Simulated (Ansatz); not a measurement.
TaGe2:
```
TaGe2
1.0
    4.97451     0.00000     0.00000
   -2.48726     4.30805     0.00000
    0.00000     0.00000     6.73592
Ta Ge
3 6
Direct
  0.50000   0.00000   0.50000
  0.50000   0.50000   0.83333
  0.00000   0.50000   0.16667
  0.16359   0.32719   0.50000
  0.83641   0.16359   0.83333
  0.67281   0.83641   0.16667
  0.83641   0.67281   0.50000
  0.16359   0.83641   0.83333
  0.32719   0.16359   0.16667
```

Relaxed with r²SCAN. Special points in fractions of this cell's reciprocal vectors: Γ (0.000, 0.000, 0.000); M (0.500, 0.000, 0.000); K (0.333, 0.333, 0.000); A (0.000, 0.000, 0.500); L (0.500, 0.000, 0.500); H (0.333, 0.333, 0.500).

Problem. List the band energies nearest the Fermi level at these points for plane-wave PAW r²SCAN with spin–orbit coupling (Ansatz code).

Solution. In eV from the Fermi level; about four levels below and three above (degenerate sets whole), none deeper than 8.9 eV; points with the same levels are listed once.

| k | below | above |
|---|---|---|
| Γ | -2.28 -2.28 -1.75 -1.75 | 1.08 1.08 2.54 2.54 |
| M | -1.15 -1.15 -0.53 -0.53 | 0.04 0.04 0.19 0.19 |
| K | -1.57 -1.57 -1.54 -1.51 | 0.53 0.53 0.59 |
| A | -2.06 -2.06 -2.03 -2.03 | 1.16 1.16 1.24 1.24 |
| L | -0.74 -0.74 -0.40 -0.40 | 1.37 1.37 1.71 1.71 |
| H | -0.82 -0.78 -0.21 -0.17 | 0.14 0.14 1.02 1.02 |

Space group P6_222. The workflow started from a Materials Project entry (that database holds measured and hypothetical structures alike); the Crystallography Open Database files this formula in space group No. 180, but the cells were not matched. Whether it is the stable phase at ambient conditions was not checked. The cell was relaxed with r²SCAN under the symmetry of its start; its stability against distortions is not shown here. No spin polarisation was allowed.

Potentials: the later of the program's two PAW sets.
